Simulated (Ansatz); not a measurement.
With r²SCAN in the plane-wave PAW code Ansatz, SiBCN in the trigonal phase (R3m; B on 3a, N on 3a, Si on 3a, C on 3a) relaxes to a = 2.830 Å, c = 14.023 Å. B has 4 nearest neighbours from 1.68 Å (tetrahedral); N has 4 nearest neighbours from 1.78 Å (tetrahedral); Si has 4 nearest neighbours from 1.78 Å (tetrahedral); C has 4 nearest neighbours from 1.68 Å (tetrahedral). Against the elements it lies at -43 kJ/mol of atoms, with no fitted shifts.

It is gapped at this level: 0.64 eV (indirect). The valence maximum lies at Γ and the conduction minimum at F (3 equivalent valleys). HSE06 on the same cell gives 1.25 eV. Electrons at the band edge weigh 0.25, 0.32, 0.56 mₑ (principal values).

The relaxed-ion elastic constants in GPa are C11 = 670, C12 = 116, C13 = 95.9, C14 = -63.0, C33 = 415, C44 = 196. The elastic constants imply a Debye temperature near 1330 K. Bader charges are B +1.87, N -2.36, Si +3.05, C -2.56 e.

The start of the workflow was typed in or built on a structure type; neither database checked (COD, Materials Project) lists it. Its standing as an ambient phase is unchecked. Symmetry was held in the r²SCAN relaxation; its stability against distortions is not shown here. The volume moved by -18 % from the start of the relaxation. The references are the lowest solids computed at this level, not always the standard phases (solids in place of the gases).

Potentials: the earlier of the program's two PAW sets.
